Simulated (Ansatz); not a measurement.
Question: Each is relaxed and computed with r²SCAN in the plane-wave PAW code Ansatz. Which is the only one with a gap?
(A) GaP, rock salt
(B) GaAs, CsCl type
(C) YAlGe, Cmcm (Y on 4c, Ge on 4c, Al on 4a)
(D) AlGaAs2, P-4m2 (Ga on 1a, As on 2g, Al on 1c)

Answer: D, AlGaAs2, P-4m2 (Ga on 1a, As on 2g, Al on 1c). AlGaAs2: gap 1.47 eV (indirect); GaAs: metal; YAlGe: metal; GaP: metal. Constructed cells (a structure type filled with these elements, in neither database checked): GaAs, CsCl type; GaP, rock salt. Typed or built starts, not in the databases checked: AlGaAs2, P-4m2 (Ga on 1a, As on 2g, Al on 1c). Not the usual ambient phase: GaAs, CsCl type; GaP, rock salt. Standing as an ambient phase not checked: YAlGe, Cmcm (Y on 4c, Ge on 4c, Al on 4a). Unstable at this level: GaAs, CsCl type. All cells were relaxed under the symmetry of their starts (and spin orders); stability against distortions was not tested throughout. Rows with no word on spin ran without spin polarisation. Spin–orbit coupling is left out wherever it is not named.

Potentials: the later of the program's two PAW sets.
